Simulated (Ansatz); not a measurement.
From the elastic tensor of TaRh3 at 10 GPa (stress–strain coefficients) to moduli and sound speeds

These are results of DFT LDA, scalar-relativistic, plane waves, PAW (Ansatz), not measurements. Plane waves to 420 eV; Γ-centred k mesh 12×12×12; Fermi-Dirac smearing of 0.15 eV. No spin polarisation.

Symmetry: Pm-3m, No. 221, cubic system. Conventional cell: a = 3.783 Å, b = 3.783 Å, c = 3.783 Å, α = 90.00°, β = 90.00°, γ = 90.00°. Around Ta (site symmetry m-3m) lie 12 Rh at 2.68 Å. Around Rh (site symmetry 4/mmm) lie 4 Ta at 2.68 Å and 8 Rh at 2.68 Å.

In a metal, frequencies and elastic constants depend on the k mesh and the smearing, soft modes and shear constants most. Spin–orbit coupling is left out, which can shift energies with elements as heavy as these. Other phases may be more stable at this pressure.

Relaxed-ion constants (GPa, on the Cartesian axes of the calculation):
```
541.5 262.7 262.7   0.0   0.0   0.0
262.7 541.5 262.7   0.0   0.0   0.0
262.7 262.7 541.5   0.0   0.0   0.0
  0.0   0.0   0.0 240.4   0.0   0.0
  0.0   0.0   0.0   0.0 240.4   0.0
  0.0   0.0   0.0   0.0   0.0 240.4
```

Density 15.017 g/cm³; 4 atoms in 54.15 Å³.

The values that follow are for a polycrystal of randomly turned grains, by Hill's mean where one number stands.

With S = C⁻¹: B_V = (C11+C22+C33+2(C12+C13+C23))/9, G_V = (C11+C22+C33−C12−C13−C23+3(C44+C55+C66))/15, 1/B_R = S11+S22+S33+2(S12+S13+S23), 15/G_R = 4(S11+S22+S33−S12−S13−S23)+3(S44+S55+S66); Hill is their mean. Then v_l = √((B+4G/3)/ρ), v_t = √(G/ρ), v_m = [(2/v_t³+1/v_l³)/3]^(−1/3) and Θ = (ħ/k_B)·v_m·(6π²n/V)^(1/3) for n atoms in the volume V; E = 9BG/(3B+G), ν = (3B−2G)/(2(3B+G)) and A^U = 5G_V/G_R + B_V/B_R − 6.

```
Bulk modulus, Voigt / Reuss / Hill          : 355.6 / 355.6 / 355.6 GPa
Shear modulus, Voigt / Reuss / Hill         : 200.0 / 186.4 / 193.2 GPa
Young's modulus                             : 491 GPa
Poisson ratio                               : 0.270
Pugh ratio B/G                              : 1.84
Universal anisotropy index                  : 0.37
Longitudinal and transverse sound speeds    : 6390 and 3587 m/s
Debye temperature from the mean sound speed : 499 K
```

Cost: 1 run of about 2 core-minutes, on Arm Neoverse V1 (shared hosts).